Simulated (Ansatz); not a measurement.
# Mg2Ge with arsenic replacing Ge: do the settings matter for the field gradients?

Cell: a supercell of Mg2Ge (antifluorite type, Fm-3m) built from a structure deposited in the COD (the entry's cell lengths or inner coordinates differ somewhat from later room-temperature determinations), with all atoms left at the host's positions.

```cif
data_Mg16Ge7As
_symmetry_space_group_name_H-M 'Fm-3m'
_symmetry_Int_Tables_number 225
_cell_length_a 12.7560
_cell_length_b 12.7560
_cell_length_c 12.7560
_cell_angle_alpha 90.000
_cell_angle_beta 90.000
_cell_angle_gamma 90.000
loop_
_atom_site_label
_atom_site_type_symbol
_atom_site_symmetry_multiplicity
_atom_site_Wyckoff_symbol
_atom_site_fract_x
_atom_site_fract_y
_atom_site_fract_z
Mg1 Mg 32 f 0.1250 0.1250 0.1250
Mg4 Mg 32 f 0.6250 0.3750 0.3750
As As 4 a 0.0000 0.0000 0.0000
Ge18 Ge 24 d 0.2500 0.2500 0.0000
Ge24 Ge 4 b 0.5000 0.5000 0.5000
```

One atom of each set is listed; the run and its k-mesh use a cell of 24 atoms with edges of 9.02, 9.02, 9.02 Å.

Reference run. Computed with Ansatz: DFT, PBE, plane waves and PAW, scalar-relativistic, 420 eV cutoff, Γ-centred 3×3×3 k-points, Fermi–Dirac smearing 0.01 eV, cell charge +1.

(1) The input is changed as follows: `scf.occupations`: {method: fermi_dirac, width: 0.01} → {method: fermi_dirac, width: 1.0}; `scf.max_iter`: not typed → 75. What happens to V_zz (10²¹ V/m²) and η?

## Answers

(1) 

```tsv
site	V_zz reference	η reference	V_zz changed	η changed
Mg1	0.62	0.00	0.22	0.00
Mg4	-0.049	0.00	-0.004	0.00
As	0.00	–	0.00	–
Ge18	2.63	0.06	0.13	0.16
```

The largest change of V_zz is on Ge18, from 2.63 to 0.13. In per cent, |V_zz| changes by -95 on Ge (all sites that start above 2). Other sites without a gradient aren't listed. Its pressure is 6 GPa, against 2 GPa in the reference run. The changed run opens a gap. SCF iterations: 8 and 8. The changed input holds a smearing of electronvolts, so its numbers aren't properties of the crystal.

On the reference run: The run isn't spin-polarised, and a state with spin may lie lower. The defect repeats with the cell of 24 atoms, so it feels its images: sites between two images don't show the values beside a lone defect, and zeros or small values of η there can come from the images' arrangement. A uniform background compensates the cell's charge. The defect cell has no gap above 0.1 eV on its mesh, so the values can hang on the smearing and the k-mesh. The neighbours have not yet relaxed around the defect (largest force 0.49 eV/Å), so a real crystal will differ.
